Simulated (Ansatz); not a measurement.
Data sheet: TiGaNi (DFT)

TiGaNi:
```
TiGaNi
1.0
    6.72523     0.00000     0.00000
   -3.36262     5.82422     0.00000
    0.00000     0.00000     3.13128
Ti Ga Ni
3 3 3
Cartesian
 -2.03785   3.52966   1.56564
  4.07570   0.00000   1.56564
  1.32476   2.29456   1.56564
 -0.91397   1.58304   0.00000
  1.82794   0.00000   0.00000
  2.44865   4.24118   0.00000
  0.00000   0.00000   1.56564
  0.00000   3.88281   0.00000
  3.36262   1.94141   0.00000
```

Space group P-62m (No. 189); conventional cell a = b = 6.725 Å, c = 3.131 Å, α = β = 90.00°, γ = 120.00°.

Method: r²SCAN in the plane-wave PAW code Ansatz. The cell and atoms are relaxed at this level. Other levels are named where they apply.

### Cell and energy

Volume per atom: 13.63 Å³
Density: 7.16 g/cm³
Formation energy from the elements (no fitted shifts): -0.58 eV/atom

### Electronic structure

* **Electronic character**: metallic (no gap)
* **Density of states at the Fermi level**: 0.63 states/eV per atom (mean over ±0.08 eV)

The workflow started from a Materials Project entry (that database holds measured and hypothetical structures alike); the Crystallography Open Database files this formula in space group No. 189, but the cells were not matched. Its standing as an ambient phase is unchecked. The r²SCAN relaxation kept the symmetry of its start; whether a distortion lowers the energy is not shown. No spin polarisation was allowed. Axis ratios of metals converge slowly with the k-mesh, so a and c are less sure than the volume. The references are the lowest solids computed at this level, not always the standard phases. Spin–orbit coupling is left out wherever it is not named.

Potentials: the later of the program's two PAW sets.
